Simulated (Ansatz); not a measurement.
InSb (zinc blende)

```
InSb
1.0
    0.00000     3.31730     3.31730
    3.31730     0.00000     3.31730
    3.31730     3.31730     0.00000
Sb In
1 1
Direct
  0.75000   0.75000   0.75000
  0.00000   0.00000   0.00000
```

The slice is a {100} plane (indices of the conventional cell) through the point (0.000, 0.000, 0.000) (fractional), spanned by u = [100] and v = [0 1 -1] in vectors of this cell: u (4.69 Å) and v (4.69 Å, at 90° to u). It covers one period; positions are fractions (u, v).

Method: PBE (plane waves to 420 eV, PAW, scalar-relativistic; Ansatz, a quantum-chemistry and plane-wave program). k mesh 12×12×12. Inside the PAW spheres the values are not all-electron values, and peaks at nuclei hang on which shells count as valence. At this level the bands of InSb touch or barely overlap; measurements give the solid a gap. InSb was relaxed with its symmetry unable to fall. Spin-orbit coupling is left out, though Sb is heavy.

Three fields on this plane, each scaled to ten steps between its own extremes (0 low, 9 high; the total valence density on a logarithmic scale, the potential cut 8 eV below its top; x marks points blanked near nuclei; v = 0 in the bottom row):

Map A
```
|xxxxxxx5467999999999997645xxxxxx|
|xxxxxxx4567899999999987654xxxxxx|
|xxxxxxx4567888888888887654xxxxxx|
|xxxxxx445677777777777776544xxxxx|
|xxxxx54456666666666666665445xxxx|
|xxxx4445555555555555555555444xxx|
|55444455544333333333334455544445|
|44555555433222222222223345555554|
|66666654332111111111112334566666|
|87777654321110000000111234567777|
|99887653211000000000001123567889|
|99987653211000000000001123567899|
|99987653210000000000000123567899|
|99987653210000000000000123567899|
|99987653210000000000000123567899|
|99987653210000000000000123567899|
|99987653210000000000000123567899|
|99987653210000000000000123567899|
|99987653210000000000000123567899|
|99987653211000000000001123567899|
|99887653211000000000001123567889|
|87777654321110000000111234567777|
|66666654332111111111112334566666|
|44555555433222222222223345555554|
|55444455544333333333334455544445|
|xxxx4445555555555555555555444xxx|
|xxxxx54456666666666666665445xxxx|
|xxxxxx445677777777777776544xxxxx|
|xxxxxxx4567888888888887654xxxxxx|
|xxxxxxx4567899999999987654xxxxxx|
|xxxxxxx5467999999999997645xxxxxx|
|xxxxxxx5468999999999998645xxxxxx|
```

Map B
```
|xxxxxxx9877666666666667789xxxxxx|
|xxxxxxx9877666655566667789xxxxxx|
|xxxxxxx9876665555555666789xxxxxx|
|xxxxxx987666555555555666789xxxxx|
|xxxxx98776655554445555667789xxxx|
|xxxx9877655544444444455567789xxx|
|99998776555444333334445556778999|
|88887765544433333333344455677888|
|77776655443333222223333445566777|
|77766655433322222222233345566677|
|66666554433221111111223344556666|
|66665544332211111111122334455666|
|66655544332111000001112334455566|
|66655543322110000000112233455566|
|66555443322110000000112233445556|
|66555443322110000000112233445556|
|66555443322110000000112233445556|
|66655543322110000000112233455566|
|66655544332111000001112334455566|
|66665544332211111111122334455666|
|66666554433221111111223344556666|
|77766655433322222222233345566677|
|77776655443333222223333445566777|
|88887765544433333333344455677888|
|99998776555444333334445556778999|
|xxxx9877655544444444455567789xxx|
|xxxxx98776655554445555667789xxxx|
|xxxxxx987666555555555666789xxxxx|
|xxxxxxx9876665555555666789xxxxxx|
|xxxxxxx9877666655566667789xxxxxx|
|xxxxxxx9877666666666667789xxxxxx|
|xxxxxxx9877666666666667789xxxxxx|
```

Map C
```
|xxxxxxx0035677777777765300xxxxxx|
|xxxxxxx0035677777777765300xxxxxx|
|xxxxxxx0146778888888776410xxxxxx|
|xxxxxx003567888888888765300xxxxx|
|xxxxx00246778888888887764200xxxx|
|xxxx0013567888888888887653100xxx|
|00000235678889999999888765320000|
|00013456788899999999988876543100|
|33345667889999999999999887665433|
|55566778899999999999999988776655|
|66677788899999999999999988877766|
|77778888999999999999999998888777|
|77778889999999999999999999888777|
|77788889999999999999999999888877|
|77788889999999999999999999888877|
|77788889999999999999999999888877|
|77788889999999999999999999888877|
|77788889999999999999999999888877|
|77778889999999999999999999888777|
|77778888999999999999999998888777|
|66677788899999999999999988877766|
|55566778899999999999999988776655|
|33345667889999999999999887665433|
|00013456788899999999988876543100|
|00000235678889999999888765320000|
|xxxx0013567888888888887653100xxx|
|xxxxx00246778888888887764200xxxx|
|xxxxxx003567888888888765300xxxxx|
|xxxxxxx0146778888888776410xxxxxx|
|xxxxxxx0035677777777765300xxxxxx|
|xxxxxxx0035677777777765300xxxxxx|
|xxxxxxx0035677777777765300xxxxxx|
```

**Question.** Assign the maps to these fields: electron localisation function (ELF); valence electron density; electrostatic potential energy of an electron, from the cell's mean.

**Answer.** A is the electron localisation function (ELF); B is the valence electron density; C is the electrostatic potential energy of an electron, from the cell's mean.
